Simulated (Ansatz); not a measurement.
Se in space group Pm-3m (No. 221; Se on 1b) under volume change, DFT-r²SCAN+D4 in the program Ansatz with PAW potentials, scaled uniformly.

| V (Å³/atom) | E − E(relaxed) (meV/atom) | P (GPa) |
|---|---|---|
| 19.989 | 52.5 | 9.22 |
| 20.648 | 22.0 | 5.66 |
| 21.307 | 5.2 | 2.60 |
| 21.966 | 0.0 | 0.01 |
| 22.625 | 4.6 | -2.19 |
| 23.284 | 17.5 | -4.05 |
| 23.943 | 37.6 | -5.64 |

**Question.** What does a third-order Birch–Murnaghan fit give for V₀, B₀ and B′?

**Answer.** V₀ = 21.97 Å³/atom, B₀ = 79.3 GPa, B′ = 4.4.

The start of the workflow was typed in or built on a structure type; the Crystallography Open Database copy checked does not list it. It is not the phase usual at ambient conditions (space group No. 152). The r²SCAN+D4 relaxation kept the symmetry of its start; its stability against distortions is not shown here. The volume moved by -20 % from the start of the relaxation.

Potentials: the earlier of the program's two PAW sets.
